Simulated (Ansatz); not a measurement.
Problem. GaRu3C (anti-perovskite, Pm-3m) is relaxed with DFT-PBE in the program Ansatz with PAW potentials. What lattice parameters of the conventional cell result?

Solution. a = 4.020 Å.

Problem. Is it a metal or does it have a gap at this level?

Solution. No gap at this level.

The start of the workflow was typed in or built on a structure type; neither database checked (COD, Materials Project) lists it. Whether it is the stable phase at ambient conditions was not checked. The PBE relaxation kept the symmetry of its start; whether a distortion lowers the energy is not shown. The run is not spin-polarised. Spin–orbit coupling is left out wherever it is not named.

Potentials: the later of the program's two PAW sets.
